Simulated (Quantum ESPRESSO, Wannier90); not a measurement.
AlGaP2 (P-4m2), plane waves to Wannier functions

```xyz
4
Lattice="3.8655 0.0000 0.0000 0.0000 3.8655 0.0000 0.0000 0.0000 5.4556" Properties=species:S:1:pos:R:3 pbc="T T T"
Al     1.9327     1.9327     2.7278
Ga     0.0000     0.0000     0.0000
P      0.0000     1.9327     1.3660
P      1.9327     0.0000    -1.3660
```

Materials Project entry mp-1228888; symmetrised, unrelaxed at this level. Not found in the COD (Crystallography Open Database) copy used; not checked further. Level: PBEsol, no spin polarisation, no spin-orbit coupling; pw.x of Quantum ESPRESSO at 64 Ry with PseudoDojo potentials, 8×8×6 k-points, Wannier90. Density: 8×8×6 mesh, cold smearing 0.01 Ry.

Base run: 16 functions from bands 6-31 of the 31 computed, start hydrogen-like Al: s;p; Ga: s;p; P: s;p, frozen window up to 2.97 eV relative to the valence-band maximum, outer window open. One setting was then changed (edges relative to the valence-band maximum; misfit to pw.x on a path, for states up to 2.5 eV relative to the valence-band maximum).

```csv
run,Ω_I (Å²),rms misfit (meV),worst (meV)
base,25.39,5.7,71
changed,32.03,4.1,55
```

Problem. Which change was made?
A) frozen window to 2.47 eV
B) frozen window to 1.97 eV
C) no frozen window
D) frozen window to 0.97 eV
E) only the lowest 21 of the kept bands

Solution. E, only the lowest 21 of the kept bands. The others give:

```tsv
run	Ω_I (Å²)	rms misfit (meV)	worst (meV)
frozen window to 0.97 eV	23.24	159	1299
frozen window to 2.47 eV	24.38	14	263
frozen window to 1.97 eV	23.54	42	385
no frozen window	22.32	269	1790
```
